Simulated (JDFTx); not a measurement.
Reference run:

System: Pt(100) (Fm-3m bulk; lattice of mp-126, not re-optimised at this level), 1x1 cell of 5 atoms in 5 planes, area 7.77 Å² a face, 7.9 Å between the outermost planes in a cell 23.9 Å high; k mesh 8×8×1, Fermi width 0.01 Ha, no spin polarisation.

Reference level: PBE, GBRV ultrasoft potentials, plane waves to 20/100 Ha, in a modified build of JDFTx. Unrelaxed; liquid: linear PCM (GLSSA13), water, 1 M KF. Potentials are on the SHE scale by the convention U = −μ/e − 4.44 V; references calibrated for a solvation model differ from this value.

| Fermi smearing width | work function (eV) | U_pzc (V) | mean C below U_pzc (μF/cm²) | k states × plane waves | cycles, vacuum run | rough core time, vacuum run |
|---|---|---|---|---|---|---|
| 0.02 Ha | 5.47 | 0.81 | 13 over 0.5 V | 15 × 5355 | 19 | 3 min |
| 0.01 Ha | 5.60 | 0.95 | 13 over 0.5 V | 15 × 5355 | 21 | 3 min |
| 0.005 Ha | ___ | ___ | 13 over 0.5 V | 15 × 5355 | 26 | 3 min |
| 0.003 Ha | 5.70 | 1.05 | – | 15 × 5355 | 20 | 3 min |

**Question.** What belongs in the gaps?

**Answer.** 
- 0.005 Ha, work function (eV): 5.67
- 0.005 Ha, U_pzc (V): 1.02

Core times come from shared machines and are rough, one run each.
